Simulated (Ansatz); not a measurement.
Consider the following.

S:
```yaml
crystal:
  lattice:
    - [0.00000, 6.60391, 12.45701]
    - [5.39873, 0.00000, 12.45701]
    - [5.39873, 6.60391, 0.00000]
  atoms:
    - { symbol: S, position: [0.88415, 0.76984, 0.76814] }
    - { symbol: S, position: [0.76984, 0.88415, 0.57787] }
    - { symbol: S, position: [0.57787, 0.76814, 0.76984] }
    - { symbol: S, position: [0.76814, 0.57787, 0.88415] }
    - { symbol: S, position: [0.36585, 0.48016, 0.48186] }
    - { symbol: S, position: [0.48016, 0.36585, 0.67213] }
    - { symbol: S, position: [0.67213, 0.48186, 0.48016] }
    - { symbol: S, position: [0.48186, 0.67213, 0.36585] }
    - { symbol: S, position: [0.82088, 0.93729, 0.88819] }
    - { symbol: S, position: [0.93729, 0.82088, 0.35364] }
    - { symbol: S, position: [0.35364, 0.88819, 0.93729] }
    - { symbol: S, position: [0.88819, 0.35364, 0.82088] }
    - { symbol: S, position: [0.42912, 0.31271, 0.36181] }
    - { symbol: S, position: [0.31271, 0.42912, 0.89636] }
    - { symbol: S, position: [0.89636, 0.36181, 0.31271] }
    - { symbol: S, position: [0.36181, 0.89636, 0.42912] }
    - { symbol: S, position: [0.01307, 0.88914, 0.79143] }
    - { symbol: S, position: [0.88914, 0.01307, 0.30636] }
    - { symbol: S, position: [0.30636, 0.79143, 0.88914] }
    - { symbol: S, position: [0.79143, 0.30636, 0.01307] }
    - { symbol: S, position: [0.23693, 0.36086, 0.45857] }
    - { symbol: S, position: [0.36086, 0.23693, 0.94364] }
    - { symbol: S, position: [0.94364, 0.45857, 0.36086] }
    - { symbol: S, position: [0.45857, 0.94364, 0.23693] }
    - { symbol: S, position: [0.94926, 0.05806, 0.61536] }
    - { symbol: S, position: [0.05806, 0.94926, 0.37732] }
    - { symbol: S, position: [0.37732, 0.61536, 0.05806] }
    - { symbol: S, position: [0.61536, 0.37732, 0.94926] }
    - { symbol: S, position: [0.30074, 0.19194, 0.63464] }
    - { symbol: S, position: [0.19194, 0.30074, 0.87268] }
    - { symbol: S, position: [0.87268, 0.63464, 0.19194] }
    - { symbol: S, position: [0.63464, 0.87268, 0.30074] }
```

This is the r²SCAN-relaxed structure.

Problem. All from plane-wave PAW r²SCAN (Ansatz code), unless another level is named. Give the band gap.

Solution. 2.47 eV (indirect).

Problem. Next, the smallest direct gap on the standard path?

Solution. 2.59 eV.

Problem. Next, the valence-band maximum?

Solution. at Γ.

Space group Fddd (α-S8). The cell was relaxed with r²SCAN under the symmetry of its start. A crystal of weakly bound molecules computed without a dispersion correction: the cell and the soft elastic constants depend strongly on that.

Potentials: the later of the program's two PAW sets.
